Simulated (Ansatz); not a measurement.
CrB4:
```
CELL_PARAMETERS angstrom
     -1.41439     2.35442     2.73147
      1.41439    -2.35442     2.73147
      1.41439     2.35442    -2.73147
ATOMIC_POSITIONS crystal
  Cr 0.00000 0.00000 0.00000
  B  0.53818 0.34234 0.19583
  B  0.46182 0.65766 0.80417
  B  0.14651 0.34234 0.80417
  B  0.85349 0.65766 0.19583
```

Relaxed with PBEsol. Special points in fractions of this cell's reciprocal vectors: Γ (0.000, 0.000, 0.000); X (0.500, 0.500, -0.500); F2 (0.317, 0.683, -0.317); Σ0 (-0.317, 0.317, 0.317); Y0 (0.436, -0.436, 0.436); U0 (0.564, 0.436, -0.436); R (0.000, 0.500, 0.000); W (0.250, 0.250, 0.250); S (0.500, 0.000, 0.000); T (0.000, 0.000, 0.500).

Task: List the band energies nearest the Fermi level at these points for the program Ansatz at the PBEsol level (PAW).

Result: In eV from the Fermi level; about four levels below and three above (degenerate sets whole), none deeper than 8.9 eV; points with the same levels are listed once.

```tsv
k	below	above
Γ	-4.45 -2.66 -2.42 -0.76	3.32 4.08 4.50 4.51
X	-2.33 -2.25 -1.84 -0.72	0.05 0.06 0.75
F2	-3.93 -3.33 -2.17 -0.27	1.11 1.72 2.42
Y0	-1.86 -0.46 -0.29 -0.09	1.19 2.93 3.05
R	-4.61 -4.20 -3.67 -1.99	1.58 2.99 3.08
W	-4.12 -3.34 -2.78 -1.33	1.41 1.46 3.21
S	-3.07 -2.77 -2.11 -0.17	0.17 2.72 3.76
T	-4.55 -4.43 -1.86 -0.48	0.88 1.65 2.91
```

Space group Immm. The first step of the workflow began from a Materials Project structure, measured or hypothetical; the Crystallography Open Database files this formula in space group No. 71, but the cells were not matched. Its standing as an ambient phase is unchecked. The cell was relaxed with PBEsol under the symmetry of its start; its stability against distortions is not shown here. The run is not spin-polarised.

Potentials: the later of the program's two PAW sets.
